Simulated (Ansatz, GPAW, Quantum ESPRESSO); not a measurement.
# Co2Pd: 4 runs at one level of theory

```
Pd Co
1.0
     2.63793    0.00000    0.00000
    -1.31897    2.28451    0.00000
     0.00000    0.00000    6.31934
Pd Co
1 2
Direct
  0.00000 0.00000 0.00000
  0.66667 0.33333 0.34978
  0.33333 0.66667 0.65022
```

The cell comes from a database or a generator and needn't be the stable form of this composition.

Alike in all runs: task single point; functional PBEsol; k mesh 12 × 12 × 4; occupations fermi-dirac, width 0.05 eV; collinear spin, ferromagnetic start; no spin-orbit coupling. Pressure is positive in compression and, in plane waves, holds the error of the finite cutoff, which Ansatz's Pulay term estimates and takes out.

```tsv
program and potentials	plane-wave cutoff (eV)	notes	band gap (eV)	pressure (GPa)	net moment per atom (μB)
Ansatz, Ansatz PAW	420	potentials made for PBE, which Ansatz adapts in part; 17.33 valence electrons an atom on average	?	?	?
GPAW, PAW data sets generated for this functional	600	11.33 valence electrons an atom on average	no gap	-10.38	1.27
Ansatz, all-electron LAPW, scalar-relativistic	-	-	no gap	-10.50	1.27
Quantum ESPRESSO, GBRV 1.5 PBEsol	762	16.67 valence electrons an atom on average	no gap	-10.02	1.29
```

Task: Estimate from the other rows what the run with Ansatz, Ansatz PAW gave.

Result: No band gap; pressure -10.47 GPa; net moment per atom 1.27 μB. Its pressure holds a Pulay term of +0.13 GPa. The other rows, which needn't bracket it: pressure -10.50 to -10.02; net moment per atom 1.27 to 1.29.
